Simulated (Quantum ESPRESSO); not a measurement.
**Band energies of Mg2Si**

```
Mg2Si
1.0
    0.00000     3.16982     3.16982
    3.16982     0.00000     3.16982
    3.16982     3.16982     0.00000
Mg Si
2 1
Cartesian
  1.58491   1.58491   1.58491
  4.75473   4.75473   4.75473
  0.00000   0.00000   0.00000
```

PBE (Quantum ESPRESSO, PseudoDojo norm-conserving, 84 Ry, no spin-orbit coupling); path ΓXWKΓLUWLK,UX; energies in eV from the valence-band maximum.

```csv
k (1/Å),point,band 8,band 9,band 10,band 11,band 12,band 13,band 14,band 15
0.00,Γ,-42.71,-9.14,0.00,0.00,0.00,1.89,2.58,2.58
0.33,,-42.71,-8.81,-1.46,-0.77,-0.77,1.78,2.76,3.80
0.66,,-42.71,-7.91,-3.34,-1.64,-1.64,0.79,0.92,5.89
0.99,X,-42.71,-7.14,-4.45,-1.95,-1.95,0.20,0.42,7.97
1.49,W,-42.71,-7.09,-3.61,-3.61,-2.67,2.68,3.59,3.59
1.84,K,-42.71,-7.16,-4.02,-3.45,-1.63,0.70,3.00,5.87
2.15,,-42.71,-7.73,-3.68,-2.96,-0.90,1.69,4.28,4.30
2.57,,-42.71,-8.84,-1.70,-0.91,-0.09,2.45,2.83,2.90
2.89,Γ,-42.71,-9.14,0.00,0.00,0.00,1.89,2.58,2.58
3.21,,-42.71,-8.83,-1.99,-0.30,-0.30,1.87,3.03,3.03
3.64,,-42.72,-7.80,-4.61,-0.69,-0.69,1.30,2.60,2.60
3.75,L,-42.72,-7.70,-4.77,-0.70,-0.70,1.28,2.56,2.56
3.95,,-42.71,-7.61,-4.64,-1.62,-0.93,1.71,2.64,3.07
4.25,,-42.71,-7.24,-4.04,-3.39,-1.50,0.88,3.62,5.10
4.35,U,-42.71,-7.16,-4.02,-3.45,-1.63,0.70,3.00,5.87
4.70,W,-42.71,-7.09,-3.61,-3.61,-2.67,2.68,3.59,3.59
4.97,,-42.71,-7.32,-4.18,-2.94,-1.84,2.24,2.69,4.58
5.23,,-42.71,-7.63,-4.67,-1.43,-0.90,1.85,2.31,3.05
5.40,L,-42.72,-7.70,-4.77,-0.70,-0.70,1.28,2.56,2.56
5.58,,-42.71,-7.63,-4.68,-1.43,-0.87,1.73,2.52,2.94
5.84,,-42.71,-7.33,-4.20,-3.07,-1.38,1.06,3.97,4.53
6.01,K,-42.71,-7.16,-4.02,-3.45,-1.63,0.70,3.00,5.87
6.01,U,-42.71,-7.16,-4.02,-3.45,-1.63,0.70,3.00,5.87
6.36,X,-42.71,-7.14,-4.45,-1.95,-1.95,0.20,0.42,7.97
```

The PBE gap is indirect, 0.20 eV, from Γ to X; the smallest direct gap is 1.89 eV.

Geometry of the Materials Project entry, not relaxed at this level.
